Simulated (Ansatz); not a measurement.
## BaTiO3 single point

The input, for Ansatz 0.2.0 (plane waves, PAW):

```yaml
crystal:
  lattice:
    - [4.05881554, 0.0, 0.0]
    - [0.0, 4.05881554, 0.0]
    - [0.0, 0.0, 8.11763108]
  atoms:
    - { symbol: Ba, position: [0.5, 0.5, 0.25] }
    - { symbol: Ba, position: [0.5, 0.5, 0.75] }
    - { symbol: Ti, position: [0.0, 0.0, 0.0] }
    - { symbol: Ti, position: [0.0, 0.0, 0.5] }
    - { symbol: O, position: [0.5, 0.0, 0.0] }
    - { symbol: O, position: [0.5, 0.0, 0.5] }
    - { symbol: O, position: [0.0, 0.5, 0.0] }
    - { symbol: O, position: [0.0, 0.5, 0.5] }
    - { symbol: O, position: [0.0, 0.0, 0.25] }
    - { symbol: O, position: [0.0, 0.0, 0.75] }
kpoints:
  mp_grid: { grid: [6, 6, 3], shift: [0, 0, 0] }
  band_path:
    path:
      - [0.0, 0.0, 0.0]
      - [0.0, 0.5, 0.0]
      - [0.5, 0.5, 0.0]
      - [0.0, 0.0, 0.0]
      - [0.5, 0.5, 1.0]
      - [0.0, 0.5, 0.0]
      - [0.5, 0.5, 1.0]
      - [0.5, 0.5, 0.0]
    npoints: 10
magnetization:
  spin_polarized: true
scf:
  occupations: { method: gaussian, width: 0.0444 }
  lower_state_search: "off"
  max_iter: 200
hamiltonian:
  pseudopotentials: { kind: paw }
  xc: r2scan
basis:
  ecutwfc: 500
  fft_grid_basis: typed
output:
  forces: true
  stress: true
  eigenvalues: true
  bader: true
  populations: true
  elf: true
  write_potential: true
  volumetric_format: npy
  dos:
    e_range: [-12, 8]
    de: 0.05
    projected: { site_lists: { Ba: [Ba], O: [O], Ti: [Ti] } }
checkpoint:
  read: saved_state
```

Launched with:

```sh
ansatz run input.yaml --threads 2 --pin off --max-ram 5120MiB --backend cpu --events-out ev --progress --plain --runs-dir out
```

The saved state is an earlier solution for the same cell, perhaps on another mesh. The state carries no moments; the state need not be the lowest.

Parts of the output:

```
band count auto-derived: 52 (N_el = 80.0; filled up to band 40; 50 by the electrons, moments and atoms)
Pseudopotentials: kind: paw
Pseudopotential: Ba, paw, valence charge 10, recommended cutoff 500 eV (meta_gga), Ba.paw.azcp
Pseudopotential: Ti, paw, valence charge 12, recommended cutoff 500 eV (meta_gga), Ti.paw.azcp
Pseudopotential: O, paw, valence charge 6, recommended cutoff 500 eV (meta_gga), O.paw.azcp
Functional definition: r2SCAN
  exchange = r2scan_x(k0 = k0, k1 = k1, a1 = a1)
  correlation = r2scan_c
Crystal: 10 atoms, lattice volume = 133.730 Å³
Basis set: ecut = 500 eV, 3429 PW (Γ), exchange–correlation on 120×120×240 points (64 copies of the dense FFT grid, shifted against one another)
Bands: 52, of which v1, the nominal top of the filled ones, is band 40 counted from 1 (39 counted from 0)
Symmetry: 32 space group operations
Space group: Pm-3m (ITA 221), of the structure as read, at distance tolerance 5.1e-5 Å
k-points: 20 of 108
Initial density: read from a saved state, or passed on in memory by an earlier SCF of this step, an earlier step, the calling program or the single point that the run made first
Functional: x = r2scan, c = r2scan; τ floored in thin density (d = 2e-4 eV/Å³)
SCF iter   1: F=-20367.4233 eV  Δρ=1.87e-3  dr2=2.69e-3  dr2_τ=1.10e-3  dr2_m=0.00e0  M=0.000 μB ∫|m|=0.000 μB
SCF iter   2: F=-20367.4254 eV  Δρ=1.33e-3  dr2=6.73e-4  dr2_τ=4.08e-4  dr2_m=0.00e0  M=0.000 μB ∫|m|=0.000 μB
SCF iter   3: F=-20367.4256 eV  Δρ=7.90e-4  dr2=2.33e-4  dr2_τ=1.39e-4  dr2_m=0.00e0  M=0.000 μB ∫|m|=0.000 μB
SCF iter   4: F=-20367.4257 eV  Δρ=3.09e-5  dr2=1.45e-6  dr2_τ=3.31e-7  dr2_m=0.00e0  M=0.000 μB ∫|m|=0.000 μB
SCF iter   5: F=-20367.4257 eV  Δρ=1.10e-5  dr2=2.47e-7  dr2_τ=1.70e-8  dr2_m=0.00e0  M=0.000 μB ∫|m|=0.000 μB
SCF iter   6: F=-20367.4257 eV  Δρ=5.96e-6  dr2=1.56e-7  dr2_τ=5.70e-9  dr2_m=0.00e0  M=0.000 μB ∫|m|=0.000 μB
SCF iter   7: F=-20367.4257 eV  Δρ=1.42e-6  dr2=9.40e-9  dr2_τ=2.68e-10  dr2_m=0.00e0  M=0.000 μB ∫|m|=0.000 μB
Magnetization: 0.0000 μB (40.0000 up, 40.0000 down)
Absolute magnetization: 0.0000 μB (∫|ρ↑−ρ↓|)
Spin contamination: 0.0000 ħ² per cell (⟨S²⟩ above its minimum at these occupations)
Per-site moments (μB) at R_I (Å): [(0.0, 1.1839), (0.0, 1.1839), (0.0, 0.8371), (0.0, 0.8371), (0.0, 0.8371), (0.0, 0.8371), (0.0, 0.8371), (0.0, 0.8371), (0.0, 0.8371), (0.0, 0.8371)]
Free energy (F): -20367.4257 eV
Harris-Foulkes:  -20367.4257 eV  (|F-HF|=3.53e-9)
Internal energy: -20367.4257 eV  (E = F + TS)
E sigma→0 (E₀):  -20367.4257 eV
Fermi energy:    10.4389 eV
--- Stress (GPa, compression-positive) ---
       -7.8329       0.0000       0.0000
        0.0000      -7.8329       0.0000
        0.0000       0.0000      -7.8329
  P = ⅓ Tr σ = -7.8329 GPa (-78.329 kbar)
--- Bader charges: 10 sites ---
  site symbol  charge [e]  shift [e]    m [muB]
     0     Ba      1.5844     0.0000     0.0000
     1     Ba      1.5845     0.0000     0.0000
     2     Ti      2.3163     0.0017     0.0000
     3     Ti      2.3164     0.0017     0.0000
     4      O     -1.3003     0.0006     0.0000
     5      O     -1.3003     0.0006     0.0000
     6      O     -1.3003     0.0006     0.0000
     7      O     -1.3003     0.0006     0.0000
     8      O     -1.3003     0.0006     0.0000
     9      O     -1.3003     0.0006     0.0000
```

Origin: a database entry at a rescaled volume. Caveats: the input typed no starting moments.

It took 64 s on 2 threads of Arm Neoverse V1, on a shared host, peak memory 1 GiB, starting from a saved density.
